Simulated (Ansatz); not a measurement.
LiC6:
```yaml
crystal:
  lattice:
    - [4.30917, 0.00000, 0.00000]
    - [-2.15459, 3.73185, 0.00000]
    - [0.00000, 0.00000, 3.65637]
  atoms:
    - { symbol: Li, position: [0.00000, 0.00000, 0.00000] }
    - { symbol: C, position: [0.00000, 0.33361, 0.50000] }
    - { symbol: C, position: [0.00000, 0.66639, 0.50000] }
    - { symbol: C, position: [0.66639, 0.00000, 0.50000] }
    - { symbol: C, position: [0.33361, 0.00000, 0.50000] }
    - { symbol: C, position: [0.66639, 0.66639, 0.50000] }
    - { symbol: C, position: [0.33361, 0.33361, 0.50000] }
```

Relaxed with PBEsol. Special points in fractions of this cell's reciprocal vectors: Γ (0.000, 0.000, 0.000); M (0.500, 0.000, 0.000); K (0.333, 0.333, 0.000); A (0.000, 0.000, 0.500); L (0.500, 0.000, 0.500); H (0.333, 0.333, 0.500).

List the band energies nearest the Fermi level at these points for plane-wave PAW PBEsol (Ansatz code).

In eV from the Fermi level; about four levels below and three above (degenerate sets whole), none deeper than 8.9 eV; points with the same levels are listed once.

```tsv
k	below	above
Γ	-1.38 -1.38 -1.04 -1.04	1.41 6.39 6.39
M	-7.61 -6.67 -6.22 -3.52	0.43 2.65 4.05
K	-6.98 -6.12 -5.56 -5.56	3.40 3.40 3.49
A	-2.78 -2.78 -2.02 -2.02	6.31 6.73 6.73
L	-7.57 -7.57 -4.81 -0.66	4.15 4.19 5.56
H	-7.04 -7.04 -6.95 -6.87	2.48 2.48 2.93
```

Space group P6/mmm. The first step of the workflow began from a Materials Project structure, measured or hypothetical; the Crystallography Open Database copy checked does not list it. Its standing as an ambient phase is unchecked. The cell was relaxed with PBEsol under the symmetry of its start; its stability against distortions is not shown here.

Potentials: the earlier of the program's two PAW sets. The files were generated under PBE; for other functionals the program regenerates the frozen cores, and for LDA and PBEsol the local potential too.
